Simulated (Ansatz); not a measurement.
Below is a relaxed structure of Nd₂ScCl₂. The cell was found from a structure generator's guess, not taken from experiment.

All numbers below come from DFT PBE, scalar-relativistic, plane waves, PAW, and for the lanthanide a 4f-in-core norm-conserving potential (Ansatz). Cutoff 660 eV, Γ-centred mesh, Gaussian smearing, no spin polarisation.

```yaml
crystal:
  lattice:
    - [5.93971, 0.00000, 0.00000]
    - [0.00000, 5.93971, 0.00000]
    - [0.00000, 0.00000, 9.12764]
  atoms:
    - { symbol: Nd, position: [0.00000, 0.50000, 0.00000] }
    - { symbol: Nd, position: [0.50000, 0.00000, 0.00000] }
    - { symbol: Sc, position: [0.50000, 0.50000, 0.00000] }
    - { symbol: Cl, position: [0.50000, 0.50000, 0.73820] }
    - { symbol: Cl, position: [0.50000, 0.50000, 0.26180] }
```

Formation energies are uncorrected and refer to the elements' standard structures at the same level (Cl₂ as a molecule).

Problem. Find its symmetry and describe it.

Solution. P4/mmm (No. 123). Conventional cell: a = 5.940 Å, c = 9.128 Å. Around Nd lie 2 Sc at 2.97 Å; around Sc lie 2 Cl at 2.39 Å and 4 Nd at 2.97 Å; Cl is surrounded by 1 Sc at 2.39 Å.

Problem. How far does it lie from the elements in energy?

Solution. −0.15 eV/atom.

Problem. Is it a metal?

Solution. Yes, bands cross the Fermi level on the 6×6×4 mesh.

The last run used a 6×6×4 mesh (in the run's order of axes) for its 5-atom cell and Gaussian smearing of 0.10 eV. Weakly bound directions are ill-defined at this level, which has no dispersion term. An odd number of valence electrons (the lanthanide is held trivalent, its 4f shell in the core) allows no gap without spin; another valence of the lanthanide, a larger cell or a magnetic state could open one. Trial moments died out on the coarse mesh, so the last step has no spin; another magnetic start might hold. A structure relaxed within its symmetry needn't be a true minimum. Another cell of Nd2ScCl2 relaxed alike, in Cmmm, lies 0.93 eV/atom lower, so this cell isn't the stable form at this level.

The lanthanide is trivalent by construction, without f bands, f moments or other valences. The reference runs of the other elements, and any phases without the lanthanide, used 420 eV, which shifts energies against them by under 10 meV/atom. The lanthanide's reference is the lowest of its hcp, dhcp and fcc cells.
